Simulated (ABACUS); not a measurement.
A self-consistent single point of AlGa3N4 (Pm, 8 atoms in the cell; from Materials Project mp-1228943, changed as shown) with ABACUS.

Computed with PBEsol, PseudoDojo 0.4 standard norm-conserving PBEsol (tails mended) pseudopotentials (plane waves; ABACUS 3.10.1).

The change in words: lattice vector c scaled by 1.02. Reference geometry (Pm):
```
AlGa3N4
1.0
    5.14559     0.00000     0.00000
    0.00000     3.16708     0.00000
   -0.00371     0.00000     5.48365
Al Ga N
1 3 4
Direct
  0.00050   0.50000   0.66730
  0.49910   0.50000   0.33520
  0.49910   0.00000   0.83130
  0.99990   0.00000   0.16620
  0.11920   0.50000   0.34130
  0.11680   0.00000   0.82530
  0.62020   0.00000   0.16610
  0.63260   0.50000   0.66730
```

Reference input (self-consistent single point, DFT, PBEsol, plane waves, PseudoDojo 0.4 standard norm-conserving PBEsol (tails mended) pseudopotentials): KPT = Gamma 3 7 3 0 0 0; basis_type = pw; dft_functional = PBESOL; ecutwfc = 84 Ry; smearing_method = fixed; potentials = PseudoDojo 0.4 standard norm-conserving PBEsol (tails mended); symmetry = 1; symmetry_prec = 1e-05; ks_solver = dav; scf_nmax = 100; scf_thr = 1.0e-09 Ry; mixing_type = broyden. This run's input differs from it in these lines:

```diff
@@ -31,3 +31,3 @@
    0.0000000000    3.1670800000    0.0000000000
-  -0.0037130000    0.0000000000    5.4836490000
+  -0.0037870000    0.0000000000    5.5933220000
 
@@ -39,3 +39,3 @@
 1
-   0.0001797320    2.9924569074    6.9149594924
+   0.0000864170    2.9924569074    7.0532587075
 
@@ -44,5 +44,5 @@
 3
-   4.8507745959    2.9924569074    3.4735417681
-   4.8472936839    0.0000000000    8.6144250353
-   9.7216173229    0.0000000000    1.7222632514
+   4.8507277217    2.9924569074    3.5430126161
+   4.8471774352    0.0000000000    8.7867135674
+   9.7215940815    0.0000000000    1.7567085227
 
@@ -51,6 +51,6 @@
 4
-   1.1566769477    2.9924569074    3.5367535962
-   1.1299439220    0.0000000000    8.5522494666
-   6.0295079285    0.0000000000    1.7212269919
-   6.1465658046    2.9924569074    6.9149594924
+   1.1566292204    2.9924569074    3.6074886810
+   1.1298285122    0.0000000000    8.7232944872
+   6.0294847011    0.0000000000    1.7556515380
+   6.1464724895    2.9924569074    7.0532587075
 # file: KPT
```

The program printed (abridged):

```
 SELF-CONSISTENT
 -------------------------------------------
                                 init_chg = atomic

 PW ALGORITHM --------------- ION=   1  ELEC=   1--------------------------------

 Density error is 2.00778368107
                          Error Threshold = 0.01
 E_KohnSham     -545.1139463633      -7416.6557298066
 E_Fermi        0.5198846102         7.0733930017

 PW ALGORITHM --------------- ION=   1  ELEC=   2--------------------------------

 Density error is 1.09062211089
                          Error Threshold = 0.00323836077593
 E_KohnSham     -545.6986185190      -7424.6106025866
   [... lines left out ...]

 Density error is 1.03270434931e-09
                          Error Threshold = 6.54717066699e-11
 E_KohnSham     -545.9068717049      -7427.4440325418
 E_Fermi        0.6945714554         9.4501294612

 PW ALGORITHM --------------- ION=   1  ELEC=  11--------------------------------

 Density error is 1.45499028653e-10
                          Error Threshold = 1.66565217631e-12
 E_KohnSham     -545.9068717053      -7427.4440325466
 E_KS(sigma->0) -545.9068717053      -7427.4440325466
 E_entropy(-TS) 0.0000000000         0.0000000000
 E_Fermi        0.6945742643         9.4501676789
 charge density convergence is achieved
 final etot is -7427.4440325 eV
 EFERMI = 9.4501676789 eV

 STATE ENERGY(eV) AND OCCUPATIONS    NSPIN == 1
   [... 38 lines left out ...]

 TOTAL-FORCE (eV/Angstrom)
                       Al1         0.1175752670         0.0000000000        -0.1246198355
                       Ga1         0.1004587539         0.0000000000         0.1300177667
                       Ga2         0.0891108585         0.0000000000         0.1357389276
                       Ga3         0.0741355803         0.0000000000        -0.1190330573
                        N1        -0.0536059155         0.0000000000         0.0421640672
                        N2         0.0256933135         0.0000000000         0.2562828648
                        N3        -0.0879746415         0.0000000000        -0.1646494584
   [... lines left out ...]

 TOTAL-STRESS (KBAR)
       -14.1378675827         0.0000000000        -0.2708774630
         0.0000000000       -21.7053879764         0.0000000000
        -0.2708774630         0.0000000000       -80.2963707292
 TOTAL-PRESSURE: -38.713209 KBAR

 --------------------------------------------
 !FINAL_ETOT_IS -7427.4440325466357535 eV
 --------------------------------------------
```

The run converged in 11 iterations. Against the reference run the free energy goes up by 6.0 meV/atom, the pressure goes from -0.32 to -3.87 GPa and the largest force goes from 0.152 to 0.308 eV/Å.

The structure comes from a collection of computed structures, made at another level of theory; the collection holds predicted forms beside known ones.

Cost on one core: about 4 core-minutes (a rough figure).

“Tails mended”: in these copies of the files the far tail of each local potential was reset to the Coulomb form.
